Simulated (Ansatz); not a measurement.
Relaxed WSe₂ (2H-MoS2 type, space group P6_3/mmc):

```
CELL_PARAMETERS angstrom
      3.29989     0.00000     0.00000
     -1.64994     2.85779     0.00000
      0.00000     0.00000    13.15129
ATOMIC_POSITIONS crystal
  W  0.33333 0.66667 0.25000
  W  0.66667 0.33333 0.75000
  Se 0.33333 0.66667 0.62336
  Se 0.66667 0.33333 0.12336
  Se 0.66667 0.33333 0.37664
  Se 0.33333 0.66667 0.87664
```

Scan: atom 5 (Se, nearest neighbour W at 2.531 Å; its periodic images, 3.3 Å or more away, move with it) is displaced along Cartesian z, direction (0.000, 0.000, 1.000) in Cartesian axes, by s. The other atoms stay.

Method: r2SCAN+rVV10 (plane waves to 500 eV, PAW, scalar-relativistic; Ansatz, a first-principles code). k mesh 9×9×2 (Γ-centred), Fermi-Dirac smearing 0.05 eV. The energy includes the smearing's −TS. As the smearing reaches across the gap at some points, energies and forces of such displacements shift with the k mesh and the smearing. Spin-orbit coupling is left out, though W is heavy. WSe2 is run without spin polarisation. WSe2 was relaxed with its symmetry unable to fall. The zero of ΔE is the undisplaced structure. The last digit holds for this mesh only.

```csv
s (Å),ΔE (meV/cell)
-0.510,2856.1
-0.408,1789.4
-0.306,966.4
-0.204,403.9
-0.102,94.3
0.000,0.0
0.102,81.1
0.204,299.8
0.306,622.0
0.408,withheld
0.510,1463.2
```

**Question.** Fit a polynomial form (powers 2, 3, 4) to the given rows and predict ΔE at s = 0.408.

**Answer.** Least squares on the 10 given rows: ΔE = (8680)·s² + (-5327)·s³ + (-1397)·s⁴, in meV/cell with s in Å; root-mean-square residual 13.19 meV/cell. At 0.408 the fit gives 1044.4 meV/cell; the calculation gives 1018.1 meV/cell, so the interpolation is off by 26.3 (+2.6 %). The quadratic term alone would give 1444.9 meV/cell.

(A displaced cell: forces are minus the slopes of the energy, force constants its curvatures, and phonons follow from these.)
